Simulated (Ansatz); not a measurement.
Polymorphs of GeAs, each relaxed with DFT-LDA in the program Ansatz with PAW potentials:

A: C2/m
a = 14.987 Å, b = 3.800 Å, c = 9.282 Å, α = γ = 90.00°, β = 98.65°

| atom | site | symmetry | x | y | z |
|---|---|---|---|---|---|
| Ge | 4i | m | 0.3745 | 0.0000 | 0.0731 |
| Ge | 4i | m | 0.2515 | 0.0000 | 0.2163 |
| Ge | 4i | m | 0.0694 | 0.0000 | 0.5883 |
| As | 4i | m | 0.0288 | 0.0000 | 0.8369 |
| As | 4i | m | 0.1470 | 0.5000 | 0.1938 |
| As | 4i | m | 0.3355 | 0.0000 | 0.4628 |

B: I4mm
a = b = 3.655 Å, c = 5.832 Å, α = β = γ = 90.00°

```tsv
atom	site	symmetry	x	y	z
Ge	2a	4mm	0.0000	0.0000	0.9945
As	2a	4mm	0.0000	0.0000	0.4195
```

Q: Rank these by energy per atom at 0 K (lowest first), as LDA gives it.

A: A (+0 meV/atom), B (+48 meV/atom)

Q: Give each one's gap.

A: A 0.09 eV; B no gap.

Typed or built starts, not in the databases checked: A. Standing as an ambient phase not checked: B. Weakly bound layers, chains or molecules computed without a dispersion correction, so cells and soft constants are ill determined: A. All cells were relaxed under the symmetry of their starts (and spin orders); stability against distortions was not tested throughout. Spin–orbit coupling is left out wherever it is not named.

Energies hold the estimated change up to a 700 eV cutoff; steps of a few meV lie near the error of the meshes.

Potentials: the later of the program's two PAW sets.
